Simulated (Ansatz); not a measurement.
MgH2:
Space group Pbcn (No. 60); a = 4.4205 Å, b = 5.3394 Å, c = 4.8429 Å, α = β = γ = 90.00°

| atom | site | symmetry | x | y | z |
|---|---|---|---|---|---|
| Mg | 4c | .2. | 0.0000 | 0.6692 | 0.2500 |
| H | 8d | 1 | 0.2303 | 0.3943 | 0.0789 |

Relaxed with LDA.

Question: Give the optical modes at the zone centre with their infrared and Raman activity from DFPT, LDA (plane waves, PAW; program Ansatz).

Answer: Transverse frequencies, without the LO–TO term; a row sums one degenerate level.

```tsv
ω (cm⁻¹)	degeneracy	IR ((D/Å)²/amu)	Raman (Å⁴/amu)	activity	symmetry
180	1	0.00	1.3	Raman	B3g
186	1	0.00	25	Raman	Ag
203	1	0.00	0.26	Raman	B1g
227	1	0.06	0	IR	B3u
245	1	0.00	0.16	Raman	B1g
248	1	0.00	0	silent	Au
271	1	6.74	0	IR	B1u
314	1	0.00	0.13	Raman	B2g
335	1	0.00	2.0	Raman	B3g
456	1	29.59	0	IR	B1u
463	1	69.69	0	IR	B3u
488	1	0.00	11	Raman	B3g
541	1	79.07	0	IR	B2u
606	1	0.00	180	Raman	Ag
622	1	0.00	0	silent	Au
642	1	0.00	7.7	Raman	B1g
761	1	0.00	0.52	Raman	B2g
896	1	96.63	0	IR	B1u
985	1	0.00	110	Raman	Ag
1043	1	95.51	0	IR	B2u
1053	1	17.85	0	IR	B3u
1070	1	0.00	17	Raman	B2g
1073	1	0.00	26	Raman	B1g
1080	1	0.00	0.62	Raman	B3g
1158	1	0.00	0	silent	Au
1160	1	50.55	0	IR	B1u
1228	1	82.90	0	IR	B3u
1304	1	0.00	0	silent	Au
1332	1	11.84	0	IR	B2u
1375	1	0.00	77	Raman	B3g
1380	1	0.00	87	Raman	Ag
1417	1	0.00	42	Raman	B1g
1481	1	0.00	18	Raman	B2g
```

Question: How high does the top mode go among those that the LO–TO term moves?

Answer: 1410 cm⁻¹ for q along x, 1389 cm⁻¹ for q along y, 1334 cm⁻¹ for q along z.

The first step of the workflow began from a Materials Project structure, measured or hypothetical; the Crystallography Open Database copy checked does not list it. It is not the phase usual at ambient conditions (space group No. 136). The LDA relaxation kept the symmetry of its start; phonons on a q-mesh show no instability.

Potentials: the later of the program's two PAW sets.
